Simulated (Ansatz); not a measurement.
ScRh$_{3}$N (anti-perovskite, Pm-3m), DFT-PBE in the program Ansatz with PAW potentials, all energies at zero smearing, with the estimated change up to a 700 eV cutoff added, with one set of potentials and settings (totals compare only within such a set). Cell of 5 atoms (1 Sc, 3 Rh, 1 N): -21730.422 eV.

| element | reference phase | E (eV/atom) |
|---|---|---|
| Sc | P6_3/mmc, 2 atoms in the cell | -2135.8109 |
| Rh | Fm-3m, 1 atoms in the cell | -6402.9383 |
| N | Pa-3, 8 atoms in the cell | -384.0342 |

Formation energy per atom, worked out: (-21730.422 − 1×(-2135.8109) − 3×(-6402.9383) − 1×(-384.0342))/5 = -0.352 eV/atom (-34 kJ per mol of atoms), at 0 K, without zero-point energy or fitted corrections.

The start of the workflow was typed in or built on a structure type; neither database checked (COD, Materials Project) lists it. Its standing as an ambient phase is unchecked. The cell was relaxed with PBE under the symmetry of its start; its stability against distortions is not shown here. The workflow began spin-polarised and lost its moments. The references are the lowest solids computed at this level, not always the standard phases (solids in place of the gases).

Potentials: the earlier of the program's two PAW sets.
